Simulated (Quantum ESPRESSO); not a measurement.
## Ga7AlP8 (finding a planted mistake in a log)

Computed values, not a measurement. The program is pw.x of Quantum ESPRESSO 7.5 (plane-wave density functional theory). The cell is made up: 16 atoms on a doubled zincblende/diamond lattice, with randomly drawn elements, strain and displacements, not relaxed. PseudoDojo standard norm-conserving files (v0.5 for PBE, v0.4.1 for LDA and PBEsol) set the functional; there is no spin polarisation, spin-orbit coupling or dispersion term, and the masses in the input are unused placeholders.

Intended input:

```
&control calculation='scf', pseudo_dir='./dojo.nc.sr.pbe.v0_5.standard.upf', outdir='./o', disk_io='low', tprnfor=.true., tstress=.true. /
&system ibrav=0, nat=16, ntyp=3, nbnd=73, ecutwfc=79.96652505, nosym=.true., tot_charge=0,
 occupations='smearing', smearing='fd', degauss=0.0018374661
/
&electrons conv_thr=7.350e-09, electron_maxstep=60, /
ATOMIC_SPECIES
Al 1.0 Al.upf
Ga 1.0 Ga.upf
P 1.0 P.upf
CELL_PARAMETERS angstrom
5.466 0.0297 0.0684
0.0297 5.4491 0.0012
0.1368 0.0023 10.9749
ATOMIC_POSITIONS angstrom
Ga 0.0282 0.0566 -0.1
Ga 0.0445 2.7111 2.7424
Ga 2.8116 -0.0606 2.6724
Ga 2.7449 2.6159 0.0478
Ga 0.1006 0.0437 5.4902
Al 0.0182 2.748 8.0858
Ga 2.8352 -0.0153 8.274
Ga 2.9158 2.7366 5.4307
P 1.4137 1.233 1.2871
P 1.459 3.9517 4.2284
P 4.1554 1.3872 4.1028
P 4.0928 4.1134 1.3423
P 1.4438 1.4322 6.7881
P 1.5208 3.9723 9.5853
P 4.2406 1.3486 9.6593
P 4.206 4.2895 6.9147
K_POINTS automatic
4 4 2 1 1 1
```

The log is shortened where brackets say so; the opening notice, blank lines, dates and the lines on written files are dropped, and the path of the files is cut. It prints rydbergs, bohrs and kilobars, and counts compression as positive stress. Where no state is partly filled, the Fermi energy that it prints is only some level between the filled and the empty states on the mesh, and need not lie in the true gap.

Log of the intended run:

```
     Program PWSCF v.7.5
     Parallel version (MPI & OpenMP), running on       4 processor cores
     Number of MPI processes:                 4
     Threads/MPI process:                     1
     [start-up lines left out]
     bravais-lattice index     =            0
     lattice parameter (alat)  =      10.3302  a.u.
     unit-cell volume          =    2205.5198 (a.u.)^3
     number of atoms/cell      =           16
     number of atomic types    =            3
     number of electrons       =       134.00
     number of Kohn-Sham states=           73
     kinetic-energy cutoff     =      79.9665  Ry
     charge density cutoff     =     319.8661  Ry
     scf convergence threshold =      7.3E-09
     mixing beta               =       0.7000
     number of iterations used =            8  plain     mixing
     Exchange-correlation= PBE
                           (   1   4   3   4   0   0   0)
     [axes and pseudopotential details left out]
   Cartesian axes
     site n.     atom                  positions (alat units)
         1        Ga     tau(   1) = (   0.0051587   0.0103540  -0.0182932  )
         2        Ga     tau(   2) = (   0.0081405   0.4959473   0.5016730  )
         3        Ga     tau(   3) = (   0.5143319  -0.0110857   0.4888678  )
         4        Ga     tau(   4) = (   0.5021304   0.4785321   0.0087442  )
         5        Ga     tau(   5) = (   0.0184030   0.0079941   1.0043339  )
         6        Al     tau(   6) = (   0.0033294   0.5026975   1.4791525  )
         7        Ga     tau(   7) = (   0.5186491  -0.0027989   1.5135803  )
         8        Ga     tau(   8) = (   0.5333935   0.5006120   0.9934495  )
         9        P      tau(   9) = (   0.2586111   0.2255553   0.2354519  )
        10        P      tau(  10) = (   0.2668980   0.7228928   0.7735102  )
        11        P      tau(  11) = (   0.7601561   0.2537634   0.7505339  )
        12        P      tau(  12) = (   0.7487046   0.7524730   0.2455498  )
        13        P      tau(  13) = (   0.2641174   0.2619954   1.2417615  )
        14        P      tau(  14) = (   0.2782032   0.7266613   1.7534592  )
        15        P      tau(  15) = (   0.7757419   0.2467023   1.7669962  )
        16        P      tau(  16) = (   0.7694125   0.7846873   1.2649207  )
     number of k points=    16  Fermi-Dirac smearing, width (Ry)=  0.0018
                       cart. coord. in units 2pi/alat
        k(    1) = (   0.1227953   0.1247030   0.1229662), wk =   0.1250000
        k(    2) = (   0.1259121   0.1247408  -0.1261186), wk =   0.1250000
     [further k points left out]
     Dense  grid:   213091 G-vectors     FFT dimensions: (  60,  60, 120)
     Estimated max dynamical RAM per process >     520.91 MB
     Estimated total dynamical RAM >       1.88 GB
     Initial potential from superposition of free atoms
     starting charge     133.9777, renormalised to     134.0000
     Starting wfcs are   99 randomized atomic wfcs
     total cpu time spent up to now is        8.3 secs
     per-process dynamical memory:   363.1 Mb
     Self-consistent Calculation
     iteration #  1     ecut=    79.97 Ry     beta= 0.70
     Davidson diagonalization with overlap
     ethr =  1.00E-02,  avg # of iterations =  3.9
     Threshold (ethr) on eigenvalues was too large:
     Diagonalizing with lowered threshold
     Davidson diagonalization with overlap
     ethr =  4.60E-04,  avg # of iterations =  2.0
     total cpu time spent up to now is       39.6 secs
     total energy              =   -1186.33317028 Ry
     estimated scf accuracy    <       0.63270176 Ry
     iteration #  2     ecut=    79.97 Ry     beta= 0.70
     Davidson diagonalization with overlap
     ethr =  4.72E-04,  avg # of iterations =  5.3
     total cpu time spent up to now is       54.9 secs
     total energy              =   -1186.46074127 Ry
     estimated scf accuracy    <       0.17849925 Ry
     [iterations 3 to 11 left out]
     iteration # 12     ecut=    79.97 Ry     beta= 0.70
     Davidson diagonalization with overlap
     ethr =  6.69E-11,  avg # of iterations =  2.0
     total cpu time spent up to now is      208.8 secs
     total energy              =   -1186.50868378 Ry
     estimated scf accuracy    <       0.00000001 Ry
     iteration # 13     ecut=    79.97 Ry     beta= 0.70
     Davidson diagonalization with overlap
     ethr =  8.08E-12,  avg # of iterations =  4.0
     total cpu time spent up to now is      221.9 secs
     End of self-consistent calculation
     [lines on levels left out]
     the Fermi energy is     7.8643 ev
!    total energy              =   -1186.50868378 Ry
     estimated scf accuracy    <          2.7E-10 Ry
     smearing contrib. (-TS)   =      -0.00000000 Ry
     internal energy E=F+TS    =   -1186.50868378 Ry
     The total energy is F=E-TS. E is the sum of the following terms:
     one-electron contribution =    -590.19680451 Ry
     hartree contribution      =     394.94719846 Ry
     xc contribution           =    -328.43304535 Ry
     ewald contribution        =    -662.82603238 Ry
     convergence has been achieved in  13 iterations
     Forces acting on atoms (cartesian axes, Ry/au):
     atom    1 type  2   force =     0.00225222   -0.05374806    0.00161286
     atom    2 type  2   force =     0.01522816    0.00567127   -0.02857802
     atom    3 type  2   force =    -0.03761146    0.00980275    0.05367011
     atom    4 type  2   force =     0.00134148    0.03360237   -0.00932648
     atom    5 type  2   force =     0.00934835    0.00241524   -0.02627548
     atom    6 type  1   force =     0.01773318    0.00300218    0.03495793
     atom    7 type  2   force =    -0.04400105    0.03211945    0.02323179
     atom    8 type  2   force =     0.00155473    0.00818769    0.05419893
     atom    9 type  3   force =    -0.01892856    0.02958297    0.05096497
     atom   10 type  3   force =    -0.01838639    0.05780013   -0.05886570
     atom   11 type  3   force =     0.01233535   -0.04218412   -0.01118888
     atom   12 type  3   force =     0.05160781   -0.03497657   -0.01371447
     atom   13 type  3   force =     0.02680535   -0.01318134    0.02238913
     atom   14 type  3   force =    -0.01530515    0.00752107   -0.00820762
     atom   15 type  3   force =    -0.00545419    0.01823182   -0.04642783
     atom   16 type  3   force =     0.00148017   -0.06384684   -0.03844125
     Total force =     0.212984     Total SCF correction =     0.000049
     Computing stress (Cartesian axis) and pressure
          total   stress  (Ry/bohr**3)                   (kbar)     P=       25.81
   0.00019795  -0.00011790  -0.00014925           29.12      -17.34      -21.95
  -0.00011790   0.00017492   0.00002740          -17.34       25.73        4.03
  -0.00014925   0.00002740   0.00015346          -21.95        4.03       22.58
     init_run     :      7.22s CPU      8.23s WALL (       1 calls)
     electrons    :    197.33s CPU    213.62s WALL (       1 calls)
     forces       :      3.15s CPU      3.25s WALL (       1 calls)
     stress       :     10.78s CPU     11.11s WALL (       1 calls)
     [timing details left out]
     PWSCF        :   3m38.66s CPU   3m56.57s WALL
     JOB DONE.
```

A second run was made from an input with one planted mistake. Its log:

```
     Program PWSCF v.7.5
     Parallel version (MPI & OpenMP), running on       4 processor cores
     Number of MPI processes:                 4
     Threads/MPI process:                     1
     [start-up lines left out]
     bravais-lattice index     =            0
     lattice parameter (alat)  =      10.3302  a.u.
     unit-cell volume          =    2205.5198 (a.u.)^3
     number of atoms/cell      =           16
     number of atomic types    =            3
     number of electrons       =       134.00
     number of Kohn-Sham states=           73
     kinetic-energy cutoff     =      79.9665  Ry
     charge density cutoff     =     319.8661  Ry
     scf convergence threshold =      7.3E-09
     mixing beta               =       0.7000
     number of iterations used =            8  plain     mixing
     Exchange-correlation= PBE
                           (   1   4   3   4   0   0   0)
     [axes and pseudopotential details left out]
   Cartesian axes
     site n.     atom                  positions (alat units)
         1        Ga     tau(   1) = (   0.0051587   0.0103540  -0.0182932  )
         2        Ga     tau(   2) = (   0.0081405   0.4959473   0.5016730  )
         3        Ga     tau(   3) = (   0.5143319  -0.0110857   0.4888678  )
         4        Ga     tau(   4) = (   0.5021304   0.4785321   0.0087442  )
         5        Ga     tau(   5) = (   0.0184030   0.0079941   1.0043339  )
         6        Al     tau(   6) = (   0.0033294   0.5026975   1.4791525  )
         7        Ga     tau(   7) = (   0.5186491  -0.0027989   1.5135803  )
         8        Ga     tau(   8) = (   0.5333935   0.5006120   0.9934495  )
         9        P      tau(   9) = (   0.2586111   0.2255553   0.2354519  )
        10        P      tau(  10) = (   0.2668980   0.7228928   0.7735102  )
        11        P      tau(  11) = (   0.7601561   0.2537634   0.7505339  )
        12        P      tau(  12) = (   0.7487046   0.7524730   0.2455498  )
        13        P      tau(  13) = (   0.2641174   0.2619954   1.2417615  )
        14        P      tau(  14) = (   0.2782032   0.7266613   1.7534592  )
        15        P      tau(  15) = (   0.7757419   0.2467023   1.7669962  )
        16        P      tau(  16) = (   0.7694125   0.7846873   1.2649207  )
     number of k points=     1  Fermi-Dirac smearing, width (Ry)=  0.0018
                       cart. coord. in units 2pi/alat
        k(    1) = (  -0.4942979  -0.4988498  -0.2427801), wk =   2.0000000
     Dense  grid:   213091 G-vectors     FFT dimensions: (  60,  60, 120)
     Estimated max dynamical RAM per process >     402.25 MB
     Estimated total dynamical RAM >       1.42 GB
     Initial potential from superposition of free atoms
     starting charge     133.9777, renormalised to     134.0000
     Starting wfcs are   99 randomized atomic wfcs
     total cpu time spent up to now is        2.4 secs
     per-process dynamical memory:   240.8 Mb
     Self-consistent Calculation
     iteration #  1     ecut=    79.97 Ry     beta= 0.70
     Davidson diagonalization with overlap
     ethr =  1.00E-02,  avg # of iterations =  3.0
     Threshold (ethr) on eigenvalues was too large:
     Diagonalizing with lowered threshold
     Davidson diagonalization with overlap
     ethr =  5.63E-04,  avg # of iterations =  2.0
     total cpu time spent up to now is        6.7 secs
     total energy              =   -1185.92322580 Ry
     estimated scf accuracy    <       0.77062679 Ry
     iteration #  2     ecut=    79.97 Ry     beta= 0.70
     Davidson diagonalization with overlap
     ethr =  5.75E-04,  avg # of iterations =  3.0
     total cpu time spent up to now is        9.0 secs
     total energy              =   -1186.08359080 Ry
     estimated scf accuracy    <       0.20824176 Ry
     [iterations 3 to 11 left out]
     iteration # 12     ecut=    79.97 Ry     beta= 0.70
     Davidson diagonalization with overlap
     ethr =  7.74E-11,  avg # of iterations =  2.0
     total cpu time spent up to now is       31.9 secs
     total energy              =   -1186.13742614 Ry
     estimated scf accuracy    <       0.00000001 Ry
     iteration # 13     ecut=    79.97 Ry     beta= 0.70
     Davidson diagonalization with overlap
     ethr =  1.01E-11,  avg # of iterations =  4.0
     total cpu time spent up to now is       34.3 secs
     End of self-consistent calculation
     [lines on levels left out]
     the Fermi energy is     7.9799 ev
!    total energy              =   -1186.13742614 Ry
     estimated scf accuracy    <          8.4E-10 Ry
     smearing contrib. (-TS)   =       0.00000000 Ry
     internal energy E=F+TS    =   -1186.13742614 Ry
     The total energy is F=E-TS. E is the sum of the following terms:
     one-electron contribution =    -590.06263373 Ry
     hartree contribution      =     395.33648212 Ry
     xc contribution           =    -328.58524215 Ry
     ewald contribution        =    -662.82603238 Ry
     convergence has been achieved in  13 iterations
     Forces acting on atoms (cartesian axes, Ry/au):
     atom    1 type  2   force =     0.00199315   -0.05450560    0.00275546
     atom    2 type  2   force =     0.01318607    0.00553466   -0.02472548
     atom    3 type  2   force =    -0.03787954    0.01293704    0.04898534
     atom    4 type  2   force =     0.00129994    0.03335739   -0.00765539
     atom    5 type  2   force =     0.01365628    0.00335785   -0.02449940
     atom    6 type  1   force =     0.01520560    0.00575211    0.03186656
     atom    7 type  2   force =    -0.04528907    0.03363754    0.02245689
     atom    8 type  2   force =     0.00038551    0.00998433    0.04718736
     atom    9 type  3   force =    -0.01855895    0.03073779    0.04656330
     atom   10 type  3   force =    -0.02033387    0.06056057   -0.05370533
     atom   11 type  3   force =     0.01277623   -0.04291081   -0.01373982
     atom   12 type  3   force =     0.05504146   -0.04256080   -0.01103279
     atom   13 type  3   force =     0.02637406   -0.01456816    0.02196461
     atom   14 type  3   force =    -0.01431004    0.01378045   -0.01269241
     atom   15 type  3   force =    -0.00691392    0.01484743   -0.04431421
     atom   16 type  3   force =     0.00336708   -0.06994179   -0.02941468
     Total force =     0.211162     Total SCF correction =     0.000111
     Computing stress (Cartesian axis) and pressure
          total   stress  (Ry/bohr**3)                   (kbar)     P=       47.56
   0.00034601  -0.00013080  -0.00015857           50.90      -19.24      -23.33
  -0.00013080   0.00029630   0.00003128          -19.24       43.59        4.60
  -0.00015857   0.00003128   0.00032751          -23.33        4.60       48.18
     init_run     :      2.19s CPU      2.33s WALL (       1 calls)
     electrons    :     31.08s CPU     31.92s WALL (       1 calls)
     forces       :      0.85s CPU      0.90s WALL (       1 calls)
     stress       :      1.95s CPU      1.99s WALL (       1 calls)
     [timing details left out]
     PWSCF        :     36.13s CPU     37.24s WALL
     JOB DONE.
```

Question: what was wrong in the second input?

Answer: the k-point mesh is too coarse. The input lines that differ, file-writing options aside:

```
- 4 4 2 1 1 1
+ 1 1 1 1 1 1
```

|  | intended run | run with the mistake |
| --- | --- | --- |
| free energy (eV) | -16143.273 | -16138.222 |
| smearing term -TS (eV) | 0.0000 | 0.0000 |
| pressure (GPa) | 2.58 | 4.76 |
| largest force component (eV/Å) | 1.642 | 1.798 |
| largest change of a force component (eV/Å) |  | 0.232 |
| iterations | 13 | 13 |

For scale, a rerun of the intended cell at a cutoff of 1377 eV and k mesh 6 x 6 x 4 moved values by no more than 0.019 eV in energy, 0.03 GPa in stress and 0.002 eV/Å in force.